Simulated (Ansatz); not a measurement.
Consider the following.

NbC$_{2}$:
Space group I4/mmm (No. 139); a = 3.1570 Å, b = 3.1570 Å, c = 5.8607 Å, α = 90.00°, β = 90.00°, γ = 90.00°

```tsv
atom	site	symmetry	x	y	z
Nb	2a	4/mmm	0.0000	0.0000	0.0000
C	4e	4mm	0.0000	0.0000	0.3834
```
(The calculation used a cell of 3 atoms; values per cell refer to that cell.)

This is the PBEsol-relaxed structure.

Q: All from the program Ansatz at the PBEsol level (PAW), unless another level is named. Estimate the electronic character.

A: metallic (no gap).

Q: What about the density of states at the Fermi level?

A: 0.40 states/eV per atom (mean over ±0.08 eV).

Q: What about the formation energy from the elements (no fitted shifts)?

A: 0.41 eV/atom.

Q: Predict the gap with spin–orbit coupling.

A: none (metallic).

The start of the workflow was typed in or built on a structure type; neither database checked (COD, Materials Project) lists it. Whether it is the stable phase at ambient conditions was not checked. The PBEsol relaxation kept the symmetry of its start; whether a distortion lowers the energy is not shown. No spin polarisation was allowed. The volume moved by -30 % from the start of the relaxation. Its formation energy is positive at this level, so the cell may be metastable or incomplete. The references are the lowest solids computed at this level, not always the standard phases. Scalar-relativistic: spin–orbit coupling is off unless named, which matters more the heavier the elements.

Potentials: the later of the program's two PAW sets.
